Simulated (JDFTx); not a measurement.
Input for a modified build of JDFTx (C6H4S4 (SMILES C1=CSC(=C2SC=CS2)S1), charge 0, multiplicity 1; bohr and hartree).

```
lattice \
  36.3772278990 0.0000000000 0.0000000000 \
  0.0000000000 26.4561657448 0.0000000000 \
  0.0000000000 0.0000000000 21.2594189020
coords-type Cartesian
ion C -5.9808658231 -1.2565850807 0.0000014400 0
ion C -5.9808629182 1.2565885867 0.0000013691 0
ion S -3.0756940637 2.8102023997 -0.0000002978 0
ion C -1.2696750403 -0.0000007982 0.0000006430 0
ion C 1.2696749272 -0.0000008885 -0.0000005266 0
ion S 3.0756949390 2.8102029351 0.0000008387 0
ion C 5.9808651571 1.2565887885 -0.0000014400 0
ion C 5.9808653502 -1.2565863534 -0.0000013103 0
ion S 3.0756978430 -2.8102029351 0.0000004668 0
ion S -3.0756979246 -2.8102025260 -0.0000007579 0
ion H -7.6347097273 -2.4330995356 -0.0000006970 0
ion H -7.6347051350 2.4331060816 -0.0000010772 0
ion H 7.6347075869 2.4331048610 0.0000006735 0
ion H 7.6347097273 -2.4330990919 0.0000011507 0
ion-species pseudo/c_pbe_v1.2.upf
ion-species pseudo/s_pbe_v1.4.upf
ion-species pseudo/h_pbe_v1.4.upf
elec-cutoff 20 100
elec-ex-corr gga-PBE
symmetries none
coulomb-interaction Isolated
coulomb-truncation-embed 0 0 0
elec-n-bands 26
electronic-minimize nIterations 150 energyDiffThreshold 1e-7
dump-name s0.$VAR
dump End State Ecomponents EigStats BandEigs Forces ElecDensity IonicPositions
```

The main set-up lines of the log and the final energy components:

```
unit cell volume = 20460.1
Chosen fftbox size, S = [  168  120  96  ]
unit cell volume = 20460.1
Chosen fftbox size, S = [  150  108  90  ]
  'C' pseudopotential, 'SLA  PW   PBE  PBE' functional
  4 valence electrons, 2 orbitals, 4 projectors, 721 radial grid points, with lMax = 1
  'S' pseudopotential, 'SLA  PW   PBX  PBC' functional
  6 valence electrons, 2 orbitals, 6 projectors, 907 radial grid points, with lMax = 2
  'H' pseudopotential, 'SLA  PW   PBX  PBC' functional
  1 valence electrons, 1 orbitals, 2 projectors, 615 radial grid points, with lMax = 0
Initialized 3 species with 14 total atoms.
Folded 1 k-points by 1x1x1 to 1 k-points.
nElectrons:  52.000000   nBands: 26   nStates: 1
average nbasis = 87439.000 , ideal nbasis = 87407.135
unit cell volume = 163681
Chosen fftbox size, S = [  336  240  192  ]
[...]
# Energy components:
   Eewald =      226.9063745490787198
       EH =      286.9692066238171719
     Eloc =     -618.3042685800838854
      Enl =       11.7273253946995393
      Exc =      -29.0706774060436572
 Exc_core =        7.2729701711664010
       KE =       36.8805261488259504
-------------------------------------
     Etot =      -77.6185430985397886


	eMin: -0.827200 at state 0 ( [ +0.000000 +0.000000 +0.000000 ] spin 0 )
	HOMO: -0.145866 at state 0 ( [ +0.000000 +0.000000 +0.000000 ] spin 0 )
```

The run took 16 electronic cycles; the highest occupied level lies at -3.97 eV from the vacuum level.
